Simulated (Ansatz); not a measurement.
Space group I-42d (No. 122). a = 5.655 Å, b = 5.655 Å, c = 11.187 Å, α = 90.00°, β = 90.00°, γ = 90.00°
```
atom site symmetry x y z
  Zn    4a      -4..  0.0000  0.0000  0.0000
  Ge    4b      -4..  0.5000  0.5000  0.0000
  As    8d       .2.  0.2487  0.2500  0.1250
```

Equation of state of this ZnGeAs2 structure (not necessarily the ground state), with shape and atoms relaxed at each volume where symmetry leaves them free. Computed with DFT PBEsol, scalar-relativistic, plane waves, PAW (Ansatz).

Cutoff 420 eV; k points 10×10×10 on the computed 8-atom cell (Γ-centred); Gaussian smearing, width 0.01 eV; no spin polarisation.

```csv
V (Å³/atom),E − E(largest V) (meV/atom),P (GPa),gap on mesh (eV)
21.018,3.99,4.89,0.54
21.689,-10.76,2.24,0.34
22.360,-15.31,0.00,0.16
23.031,-11.27,-1.88,0.02
23.701,0.00,-3.47,0.08
```

Question: Fit a third-order Birch–Murnaghan equation to E(V).

Answer: V0 = 22.36 Å³/atom, B0 = 68 GPa, B0' = 4.7.

Cost: 5 runs of about 12 core-minutes in all, on AMD EPYC 9R45 (Zen 5) (shared hosts).